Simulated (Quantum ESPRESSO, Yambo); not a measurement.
**G0W0 results for K2PtC2**

Space group P-3m1 (No. 164); a = b = 5.1383 Å, c = 5.1945 Å, α = β = 90.00°, γ = 120.00°

| atom | site | symmetry | x | y | z |
|---|---|---|---|---|---|
| C | 2c | 3m. | 0.0000 | 0.0000 | 0.1221 |
| K | 2d | 3m. | 0.6667 | 0.3333 | 0.2218 |
| Pt | 1b | -3m. | 0.0000 | 0.0000 | 0.5000 |

The geometry is that of Materials Project entry mp-976876, symmetrised and not relaxed again.

Starting point: norm-conserving PBEsol (Quantum ESPRESSO, 84 Ry, with spin-orbit coupling). G0W0 in Yambo: 3×3×2 Γ-centred k mesh, bands 9 to 258 and a 6 Ry block in the screening, 258 bands in G with the Bruneval-Gonze terminator, plasmon pole fitted at 27.2 eV.

```json
{
  "PBEsol gap along the band path": "0.59 eV",
  "PBEsol gap between the mesh's edge points (A → (0, 0.333, -0.5))": "0.90 eV",
  "G0W0 gap between the same points": "1.67 eV",
  "PBEsol smallest direct gap on the mesh (at (0, 0.333, -0.5))": "0.93 eV",
  "G0W0 direct gap at that point": "1.70 eV",
  "estimate of the fundamental G0W0 gap (path gap plus the correction; the mesh misses a band edge)": "1.36 eV"
}
```

```csv
k point,band,E PBEsol (eV),E QP (eV),shift (eV),Z
Γ,VB,-1.26,-1.74,-0.49,0.76
Γ,CB,3.39,3.68,0.29,0.82
A,VB,0.00,-0.32,-0.32,0.78
A,CB,1.60,2.37,0.77,0.80
"(0, 0.333, -0.5)",VB−2,-0.44,-0.79,-0.35,0.78
"(0, 0.333, -0.5)",VB−1,-0.03,-0.35,-0.32,0.78
"(0, 0.333, -0.5)",VB,-0.03,-0.35,-0.32,0.78
"(0, 0.333, -0.5)",CB,0.90,1.35,0.45,0.81
"(0, 0.333, -0.5)",CB+1,0.90,1.35,0.45,0.81
K,VB,-1.25,-1.73,-0.47,0.76
K,CB,2.24,2.57,0.33,0.82
H,VB,-0.07,-0.39,-0.32,0.78
H,CB,1.02,1.50,0.48,0.81
```

Energies count from the PBEsol valence-band maximum.

Nearest settings tried, and what they do to the gap: 172 bands in G: -6 meV; 108 bands in W, 108 bands in G: +65 meV; 3 Ry block (83 vectors against 213): -102 meV. Not varied: mesh. So the settings aren't converged at that level. The k mesh is coarse.

The structure is a Materials Project entry; no match was found in the copy of COD used, and its stability was not checked.
